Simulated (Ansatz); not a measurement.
# One input, then a changed one: Ta (bcc type)

First run: DFT, PBE, PAW with Ansatz's default frozen-core files, scalar-relativistic (Ansatz 0.2.0).

Command: `ansatz run input.yaml --threads 2 --pin off --max-ram 4096MiB --backend cpu --events-out ev --progress --plain --runs-dir out` It took 3.2 s on 2 threads of Intel(R) Xeon(R) Platinum 8375C CPU @ 2.90GHz (Ice Lake) (shared host), peak memory 0.37 GiB.

```yaml
crystal:
  lattice:
    - [-1.6607199181, 1.6607199181, 1.6607199181]
    - [1.6607199181, -1.6607199181, 1.6607199181]
    - [1.6607199181, 1.6607199181, -1.6607199181]
  atoms:
    - { symbol: Ta, position: [0.0, 0.0, 0.0] }
kpoints:
  mp_grid: { grid: [18, 18, 18] }
scf:
  occupations: { method: fermi_dirac, width: 0.1 }
hamiltonian:
  xc: pbe
  pseudopotentials: { kind: paw }
output:
  forces: true
  stress: true
relax:
  f_tol: 0.005
  max_steps: 40
  cell: {}
```

The start is a guessed cell.

This run: bulk cell relaxed.

It converges in 17 SCF iterations over all geometries at a pressure of 0.00 GPa, ending at 18.30 Å³/atom, cutoff 420 eV.

The input is then changed:

```diff
   xc: pbe
-  pseudopotentials: { kind: paw }
+  pseudopotentials: { kind: nc, accuracy: standard }
 output:
   cell: {}
+basis:
+  ecutwfc: "600 eV"
```

Task: What does the second run give?

Result: It converges in 18 SCF iterations over all geometries at a pressure of -0.03 GPa, ending at 18.30 Å³/atom, cutoff 600 eV. More than one line changes, and not each need have an effect. Results part of its log:
```
Warning: basis.ecutwfc = 600 eV is below the records' recommended 789.130201 eV, and the density's cutoff is lower with it unless basis.ecutrho_ratio is high enough to keep the records' density cutoff: compare with a run at a higher cutoff
basis re-selected at this cell: Δ(F+E_penalty+E_count) = +4.293e-4 eV, ΔP = -0.027 GPa vs the last step (what re-selecting the basis moved, of the pressure what is left beyond the Pulay correction that the steps carried, after the strain that the cell walked since its last selection, with what the two solves' SCF thresholds leave and, on support functions, any second-order correction that the steps lacked; it is no measure of the basis error at this ecutwfc). This SCF's stress stands 2.79e-2 GPa from its target on what of the cell is left free (relax.cell.stress_tol is 5.00e-2 GPa) and its largest allowed force component is 0.00e0 eV/Å (relax.f_tol is 5.00e-3 eV/Å): within both
SCF converged after 4 iterations
Free energy (F): -1771.543829 eV
Harris-Foulkes:  -1771.543829 eV  (|F-HF|=6.82e-13)
Internal energy: -1771.499862 eV  (E = F + TS)
E sigma→0 (E₀):  -1771.521845 eV
Entropy (-TS):   -0.043968 eV (-43.968 meV/atom)
Fermi energy:    18.141275 eV
--- Per-component energies (eV) ---
  E_band       = -110.491311
  E_kinetic    = 466.159094
  E_local      = -829.474872  (includes V_loc(G=0)·N_el)
  E_nonlocal   = 126.464609
  E_hartree    = 201.814021
  E_xc         = -402.704475
  E_vxc        = -277.268190  (∫ρ·V_xc dr)
  E_ewald      = -1333.758239
  E_smearing   = -0.043968  (= −TS)
  E_closure    = 0.000000  (closes the sum)
  Σ components = -1771.543829   (vs F -1771.543829, Δ=0.00e0)
--- Forces (eV/Å), atoms counted from 1 ---
  atom   1  Ta     0.00000000    -0.00000000     0.00000000
  max |Σ_I F_I| component: 1.27e-31 eV/Å
--- Stress (GPa, compression-positive) ---
       -0.027877      -0.000000      -0.000000
        0.000000      -0.027877       0.000000
        0.000000      -0.000000      -0.027877
  P = ⅓ Tr σ = -0.0279 GPa (-0.279 kbar)
--- Relaxed structure (3 steps of the walk, 2 accepted, 1 SCFs on fresh bases) ---
  F+E_penalty+E_count = -1771.54382912 eV   max|allowed force component| = 0.000e0 eV/Å   (the final SCF, on the basis selected at the relaxed cell)
  cell:  # Å, volume = 18.2976 Å³
    - [-1.6600123284984825, 1.6600123284984825, 1.6600123284984825]
    - [1.6600123284984825, -1.6600123284984825, 1.6600123284984825]
    - [1.6600123284984825, 1.6600123284984825, -1.6600123284984825]
  atoms:
    - { symbol: Ta, position: [0.0, 0.0, 0.0] }
```
